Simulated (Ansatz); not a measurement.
BaTiO₃ (P4mm), relaxed and computed with several functionals in Ansatz (plane waves, PAW).

```json
[
 {"functional": "r²SCAN", "a (Å)": "3.972", "c (Å)": "4.114", "V (Å³/atom)": "12.98", "gap (eV)": "2.23", "B₀ by P(V) fit (GPa)": "111"},
 {"functional": "PBE", "a (Å)": "3.986", "c (Å)": "4.200", "V (Å³/atom)": "13.34", "gap (eV)": "1.84", "B₀ by P(V) fit (GPa)": "78.9"},
 {"functional": "HSE06", "a (Å)": "3.950", "c (Å)": "4.136", "V (Å³/atom)": "12.91", "gap (eV)": "3.37", "B₀ by P(V) fit (GPa)": "93.5"},
 {"functional": "PBEsol", "a (Å)": "(withheld)", "c (Å)": "(withheld)", "V (Å³/atom)": "(withheld)", "gap (eV)": "(withheld)", "B₀ by P(V) fit (GPa)": "(withheld)"}
]
```

### Question
Complete the blanks.

### Answer

- PBEsol, a (Å): 3.955
- PBEsol, c (Å): 4.045
- PBEsol, V (Å³/atom): 12.66
- PBEsol, gap (eV): 1.85
- PBEsol, B₀ by P(V) fit (GPa): 122

All cells were relaxed under the symmetry of their starts (and spin orders); stability against distortions was not tested throughout. Rows with no word on spin ran without spin polarisation. Spin–orbit coupling is left out wherever it is not named.

Potentials: the later of the program's two PAW sets.

Ansatz (an electronic-structure program) is a plane-wave DFT program.
